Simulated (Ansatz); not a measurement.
Input:

SiC:
Space group Pm-3m (No. 221); a = 2.6405 Å, b = 2.6405 Å, c = 2.6405 Å, α = 90.00°, β = 90.00°, γ = 90.00°

```
atom  site  symmetry       x       y       z
----  ----  --------  ------  ------  ------
Si      1a      m-3m  0.0000  0.0000  0.0000
C       1b      m-3m  0.5000  0.5000  0.5000
```

This is the PBE-relaxed structure.

### Question
All from PBE (plane waves, PAW; program Ansatz), unless another level is named. Predict the electronic character.

### Answer
metallic (no gap).

### Question
And the density of states at the Fermi level?

### Answer
0.41 states/eV per atom (mean over ±0.08 eV).

### Question
Predict the formation energy from the elements (no fitted shifts).

### Answer
1.87 eV/atom.

The cell is a constructed one: a structure type filled with these elements; neither database checked (COD, Materials Project) lists it. It is not the phase usual at ambient conditions (space group No. 186, 216). Symmetry was held in the PBE relaxation; its stability against distortions is not shown here. The references are the lowest solids computed at this level, not always the standard phases.

Potentials: the earlier of the program's two PAW sets.
